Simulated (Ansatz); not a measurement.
This SiCl5 structure is the end of a relaxation. The cell was found from a structure generator's guess, not taken from experiment.

All numbers below come from DFT PBE, scalar-relativistic, plane waves, PAW in Ansatz 0.2.0. Cutoff 420 eV, Γ-centred mesh, Gaussian smearing, no spin polarisation.

```
CELL_PARAMETERS angstrom
5.43690 0.00000 0.00000
-2.71845 4.70850 0.00000
0.00000 0.00000 7.46060
ATOMIC_POSITIONS crystal
Si 0.00000 0.00000 0.00000
Cl 0.50000 0.00000 0.00000
Cl 0.00000 0.50000 0.00000
Cl 0.50000 0.50000 0.00000
Cl 0.33333 0.66667 0.50000
Cl 0.66667 0.33333 0.50000
```

Formation energies are uncorrected and refer to the elements' standard structures at the same level (Cl₂ as a molecule).

Question: What space group does it have?

Answer: P6/mmm (No. 191). Conventional cell: a = 5.437 Å, c = 7.461 Å. Si has 6 Cl at 2.72 Å; Cl on a site of symmetry mmm has 2 Si at 2.72 Å and 4 Cl at 2.72 Å; around Cl on a site of symmetry -6m2 lie 3 Cl at 3.14 Å (long against covalent radii, as for large ions).

Question: How far does it lie from the elements in energy?

Answer: +0.48 eV/atom. The separate elements lie lower, so it is unstable against them.

Question: Is it a metal?

Answer: Yes, bands cross the Fermi level on the 12×12×6 mesh.

The last run used a 12×12×6 mesh (in the run's order of axes) for its 6-atom cell and Gaussian smearing of 0.10 eV. No dispersion correction is applied, so the spacing and binding between layers, chains or molecules are poorly described. An odd number of electrons in the primitive cell allows no gap without spin; a larger cell or a magnetic state could open one. The cell is a metal run without spin; a magnetic state may lie lower. Symmetry constrained the relaxation, so the result can be a saddle point. Another cell of SiCl5 relaxed alike, in P-62m, lies 0.84 eV/atom lower, so this cell isn't the stable form at this level.
